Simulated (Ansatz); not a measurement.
InGa2N3 (Cmc2_1) under several functionals

Plane-wave DFT in Ansatz with scalar-relativistic PAW potentials. The same structure was relaxed (cell and atoms, symmetry kept) in separate runs at each level. Whether it is the stable form of this composition wasn't checked. No spin polarisation.

Q: How do the levels PBE, PBEsol, r2SCAN compare?

A:
```tsv
level	cutoff (eV)	k mesh	V (Å³/atom)	a (Å)	b (Å)	c (Å)	gap (eV)	B0 (GPa)
PBEsol	420	6×6×6	12.583	9.906	5.714	5.336	1.00	169
r2SCAN	500	6×6×6	12.614	9.919	5.720	5.335	1.39	–
PBE	420	6×6×6	13.028	10.021	5.780	5.398	0.87	–
```

The usual order of volumes, PBEsol < PBE, holds here (12.583, 13.028 Å³/atom). As a rule PBEsol, built on the gradient expansion of slowly varying densities, lies between LDA and PBE; PBE's stronger gradient term for exchange weakens bonds. r2SCAN lies 3.2 % under PBE in volume. Each gap belongs to its own cell, so it mixes the functional's effect with that of the volume; gaps are the least found on the k mesh or on a band path.